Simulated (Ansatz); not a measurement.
Data:

MgO (rock salt, Fm-3m), a = 4.204 Å, b = 4.204 Å, c = 4.204 Å, α = 90.00°, β = 90.00°, γ = 90.00°; the cell used has 2 atoms.

This is the r²SCAN-relaxed structure.

### Question
All from DFT-r²SCAN in the program Ansatz with PAW potentials, unless another level is named. Predict the hole effective mass, band 1 of 3 at the edge.

### Answer
2.1 along [100], 5.3 along [110], 3.5 along [111] (mₑ).

### Question
Next, the electron effective mass?

### Answer
0.36 mₑ (isotropic).

### Question
Predict the valence-band maximum.

### Answer
at Γ.

### Question
Give the weight of the conduction-edge state by species (Voronoi cells).

### Answer
Mg 50 %, O 50 %.

The cell was relaxed with r²SCAN under the symmetry of its start; phonons on a q-mesh show no instability.

Potentials: the later of the program's two PAW sets.

Edges and masses are those of Kohn–Sham bands, whose gap is no quasiparticle gap.
